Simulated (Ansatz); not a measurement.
InP:
```xyz
2
Lattice="0.0000 2.9391 2.9391 2.9391 0.0000 2.9391 2.9391 2.9391 0.0000" Properties=species:S:1:pos:R:3 pbc="T T T"
P      4.4087     4.4087     4.4087
In     0.0000     0.0000     0.0000
```

Relaxed with PBEsol. Special points in fractions of this cell's reciprocal vectors: Γ (0.000, 0.000, 0.000); X (0.500, 0.000, 0.500); U (0.625, 0.250, 0.625); K (0.375, 0.375, 0.750); L (0.500, 0.500, 0.500); W (0.500, 0.250, 0.750).

Question: List the band energies nearest the valence-band maximum at these points for DFT-PBEsol with spin–orbit coupling in the program Ansatz with PAW potentials.

Answer: In eV from the valence-band maximum; about four levels below and three above (degenerate sets whole), none deeper than 8.9 eV; points with the same levels are listed once.

```
k                    below                above
-  -----------------------  -------------------
Γ      0.00 0.00 0.00 0.00  0.54 0.54 3.67 3.67
X  -2.41 -2.41 -2.31 -2.31  1.62 1.62 2.14 2.14
U  -3.40 -3.31 -1.98 -1.97       2.22 2.22 4.26
L  -1.06 -1.06 -0.95 -0.95  1.35 1.35 4.61 4.61
W  -3.08 -3.00 -2.94 -2.89       4.16 4.16 4.26
```

Space group F-43m (zinc blende). The PBEsol relaxation kept the symmetry of its start.

Potentials: the later of the program's two PAW sets.
